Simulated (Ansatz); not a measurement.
All numbers below come from DFT PBE, scalar-relativistic, plane waves, PAW (Ansatz 0.2.0). All cells share a 420 eV cutoff and Γ-centred k meshes spaced at most about 0.3 Å⁻¹ (about 0.25 or finer for metals, 2π included). No spin polarisation in the final relaxations.

All energies are static (0 K, no zero-point motion).

Two relaxed structures of Ge8MoW3:

A.

```
CELL_PARAMETERS angstrom
2.36308 -4.14361 0.00000
2.36308 4.14361 0.00000
0.00000 0.00000 9.45078
ATOMIC_POSITIONS crystal
Ge 0.33743 0.66257 0.00000
Ge 0.83781 0.16219 0.74953
Ge 0.33777 0.66223 0.50000
Ge 0.83781 0.16219 0.25047
Ge 0.66257 0.33743 0.00000
Ge 0.16219 0.83781 0.74953
Ge 0.66223 0.33777 0.50000
Ge 0.16219 0.83781 0.25047
Mo 0.00000 0.00000 0.50000
W 0.00000 0.00000 0.00000
W 0.50000 0.50000 0.74973
W 0.50000 0.50000 0.25027
```

B.

```
CELL_PARAMETERS angstrom
4.72641 0.00000 0.00000
0.00000 4.72641 0.00000
0.00000 0.00000 8.28589
ATOMIC_POSITIONS crystal
Ge 0.00000 0.50000 0.33809
Ge 0.00000 0.00000 0.83761
Ge 0.50000 0.50000 0.83717
Ge 0.50000 0.00000 0.33809
Ge 0.00000 0.50000 0.66191
Ge 0.00000 0.00000 0.16239
Ge 0.50000 0.50000 0.16283
Ge 0.50000 0.00000 0.66191
Mo 0.50000 0.50000 0.50000
W 0.00000 0.50000 0.00000
W 0.00000 0.00000 0.50000
W 0.50000 0.00000 0.00000
```

Question: Which placement of the atoms is lower in energy, and by how much?

Answer: They are level within the accuracy (under 1 meV/atom apart). The two share one framework of sites and differ in which element sits where. A has space group Cmmm (No. 65), 15.4 Å³/atom and no gap on its mesh; B has space group P4/mmm (No. 123), 15.4 Å³/atom and no gap. Counting Ge atoms around Mo and W (those within 1.25 times the shortest such distance or 1.15 times the sum of covalent radii, 1.27 where that leaves under three), A and B both have Mo 10, W 10. In A, Ge on a site of symmetry m2m has 5 Ge at 2.69–2.78 Å, 5 W at 2.72–2.80 Å and 4 Ge at 3.34 Å; Mo is surrounded by 10 Ge at 2.71–2.80 Å and 4 W at 3.34 Å; W on a site of symmetry mmm has 10 Ge at 2.72–2.80 Å and 4 W at 3.34 Å; 3 more sites not described. In B, around Ge on a site of symmetry 2mm lie 5 Ge at 2.68–2.78 Å, 2 Mo at 2.72 Å, 3 W at 2.72–2.80 Å and 4 Ge at 3.34 Å; Mo has 10 Ge at 2.72–2.79 Å and 4 W at 3.34 Å; around W on a site of symmetry mmm lie 10 Ge at 2.72–2.80 Å and 4 W at 3.34 Å; 3 more sites not described. Both come from invented guesses.

The k mesh leaves some 4 meV/atom of noise in the energy of each metallic cell. These runs have no spin–orbit coupling, which can matter for W. Cells relaxed within their symmetry can be saddle points.
